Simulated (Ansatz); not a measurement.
Values for one crystal, relaxed and computed with plane-wave PAW LDA (Ansatz code); other levels are named.

Volume per atom: 24.78 Å³
Band gap: 3.90 eV (indirect)
Conduction-band minimum: on the Γ–A line, 62 % of the way from Γ (2 equivalent valleys)
Pressure derivative B′: 4.6
Formation energy from the elements (no fitted shifts): -2.46 eV/atom
Smallest direct gap on the standard path: 3.91 eV
Bulk modulus (Birch–Murnaghan fit): 382 kbar

**Question.** Which of these materials gives this?
A) CsPbCl3, Amm2 (Pearson symbol oS20)
B) CsPbCl3, cubic perovskite
C) LaOF, R-3m (La on 6c, O on 6c, F on 6c)
D) LaCl3, P6_3/m (La on 2c, Cl on 6h)

**Answer.** D, LaCl3, P6_3/m (La on 2c, Cl on 6h)

The workflow started from a Materials Project entry (that database holds measured and hypothetical structures alike); the Crystallography Open Database copy checked does not list it. Its standing as an ambient phase is unchecked. The cell was relaxed with LDA under the symmetry of its start; its stability against distortions is not shown here. The references are the lowest solids computed at this level, not always the standard phases (solids in place of the gases). Scalar-relativistic: spin–orbit coupling is off unless named, which matters more the heavier the elements.

Potentials: the later of the program's two PAW sets.
